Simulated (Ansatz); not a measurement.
The end point of a relaxation of GaN. Calculation: PBEsol (plane waves to 420 eV, PAW, scalar-relativistic; Ansatz, a first-principles code).

```
CELL_PARAMETERS angstrom
      2.96906     0.00000     0.00000
     -1.48453     2.57128     0.00000
      0.00000     0.00000     5.04113
ATOMIC_POSITIONS crystal
  Ga 0.00000 0.00000 0.50000
  Ga 0.00000 0.00000 0.00000
  N  0.66667 0.33333 0.25000
  N  0.33333 0.66667 0.75000
```

Question: Determine the symmetry and give the standard cell with its independent sites.

Answer: Space group P6₃/mmc (No. 194); a = b = 2.9691 Å, c = 5.0411 Å, α = β = 90.00°, γ = 120.00°

```csv
atom,site,symmetry,x,y,z
Ga,2a,-3m.,0.0000,0.0000,0.0000
N,2d,-6m2,0.6667,0.3333,0.2500
```

This is the NiAs type.

Question: Give the shortest distances between elements (the closest pairs, up to four, under 3.6 Å).

Answer: Ga–N 2.13 Å; Ga–Ga 2.52 Å; N–N 2.97 Å.

| Property | Value |
|---|---|
| Volume per atom | 9.62 Å³ |
| Band gap | 1.21 eV, indirect (valence top at k = (0, 0.1538, 0), conduction bottom at K) (no spin-orbit coupling) |
| Smallest direct gap | 1.72 eV at Γ |

No spin polarisation in the result.

The run could not lose the symmetry of its start.

The first start was generated by placing the elements on the sites of a structure type. Materials Project lists a structure of GaN in the same space group, P6₃/mmc (No. 194); the sites were not compared with it, nor with measured phases. Known forms of GaN include space group No. 186, 216.
